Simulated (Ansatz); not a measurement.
A plane-wave DFT run in Ansatz 0.2.0 (scalar-relativistic PAW potentials unless the input names others): input and command.

```yaml
crystal:
  lattice:
    - [3.3848954968, 0.0, 0.0]
    - [0.0, 3.3848954968, 0.0]
    - [0.0, 0.0, 3.3848954968]
  atoms:
    - { symbol: Ga, position: [0.0, 0.0, 0.0] }
    - { symbol: C, position: [0.0, 0.5, 0.5] }
    - { symbol: C, position: [0.5, 0.0, 0.5] }
    - { symbol: C, position: [0.5, 0.5, 0.0] }
basis:
  ecutwfc: 420
kpoints:
  mp_gri: { grid: [12, 12, 12] }
hamiltonian:
  xc: pbe
scf:
  occupations: { method: gaussian, width: 0.1 }
  max_iter: 80
output:
  forces: true
  eigenvalues: true
  stress: true
```

```bash
ansatz run input.yaml --threads 1 --pin off --max-ram 1331MiB --backend cpu --events-out ev --progress --plain --runs-dir out
```

Q: What will the program do with this input?

A: The program refuses it, because of a misspelt key (the key kpoints.mp_grid typed as mp_gri). With the key spelt rightly it is accepted.

Abridged log:
```
Error: YAML parse error: error: line 14 column 3: unknown field `mp_gri`, expected one of mp_grid, list, band_path, initial_grid, further_shifts
  --> <input>:14:3
   |
12 |   ecutwfc: 420
13 | kpoints:
14 |   mp_gri: { grid: [12, 12, 12] }
   |   ^ unknown field `mp_gri`, expected one of mp_grid, list, band_path, initial_grid, further_shifts
15 | hamiltonian:
16 |   xc: pbe
   |
```